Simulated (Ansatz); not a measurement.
Data:

RbMnCuS2:
```xyz
5
Lattice="-1.9920 1.9920 6.8605 1.9920 -1.9920 6.8605 1.9920 1.9920 -6.8605" Properties=species:S:1:pos:R:3 pbc="T T T"
Rb     0.0000     0.0000     0.0000
Mn     1.9920     0.0000     3.4303
Cu     0.0000     1.9920     3.4303
S      0.0000     0.0000     8.9180
S      0.0000     0.0000     4.8031
```
The run is spin-polarised; directions of the spins, atom by atom: 0 ↑ 0 0 0.

This is the r²SCAN-relaxed structure. Tensor components refer to the Cartesian frame of this cell.

Question: All from r²SCAN in the plane-wave PAW code Ansatz, unless another level is named. Estimate the smallest direct gap on the standard path.

Answer: 1.53 eV.

Question: Next, the hole effective mass, band 1 of 2 at the edge?

Answer: 3.5 along x, 18 along z (mₑ).

Question: Next, the valence-band maximum?

Answer: at Γ.

Space group I-4m2. The workflow started from a Materials Project entry (that database holds measured and hypothetical structures alike); the Crystallography Open Database copy checked does not list it. With Mn and Cu taken as one species the cell has the higher symmetry I4/mmm, so it may be an ordered model of a mixed-site phase. Its standing as an ambient phase is unchecked. The r²SCAN relaxation kept the symmetry of its start; its stability against distortions is not shown here. The final state is ferromagnetic, the only order run, not a proven ground state. Other orbital occupations within this spin state were not tried. No Hubbard U is applied. Scalar-relativistic: spin–orbit coupling is off unless named, which matters more the heavier the elements.

Potentials: the later of the program's two PAW sets.
